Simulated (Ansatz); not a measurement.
Here is the system:

Lu$_{3}$InN:
```cif
data_InLu3N
_chemical_formula_sum 'In1 Lu3 N1'
_space_group_name_H-M_alt 'Pm-3m'
_space_group_IT_number 221
_space_group_name_Hall '-P 4 2 3'
_cell_length_a 4.61816
_cell_length_b 4.61816
_cell_length_c 4.61816
_cell_angle_alpha 90.000
_cell_angle_beta 90.000
_cell_angle_gamma 90.000
loop_
_atom_site_label
_atom_site_type_symbol
_atom_site_symmetry_multiplicity
_atom_site_Wyckoff_symbol
_atom_site_fract_x
_atom_site_fract_y
_atom_site_fract_z
_atom_site_occupancy
In1 In 1 a 0.00000 0.00000 0.00000 1
Lu1 Lu 3 c 0.00000 0.50000 0.50000 1
N1 N 1 b 0.50000 0.50000 0.50000 1
```

This is the PBEsol-relaxed structure.

Task: All from the program Ansatz at the PBEsol level (PAW), unless another level is named. Predict the bulk modulus (Birch–Murnaghan fit).

Result: 104 GPa.

Task: Predict the elastic constants (relaxed ions, GPa).

Result: C11 = 218, C12 = 47.7, C44 = 74.2.

The workflow started from an entry of the Crystallography Open Database (COD). Its standing as an ambient phase is unchecked. The cell was relaxed with PBEsol under the symmetry of its start; whether a distortion lowers the energy is not shown. With an odd number of electrons in the cell and no spin polarisation, the count alone makes it a metal. As this level gives no gap, shear constants depend on the k-mesh and smearing (Fermi–Dirac, 0.1 eV here). Spin–orbit coupling is left out wherever it is not named.

Potentials: the later of the program's two PAW sets.
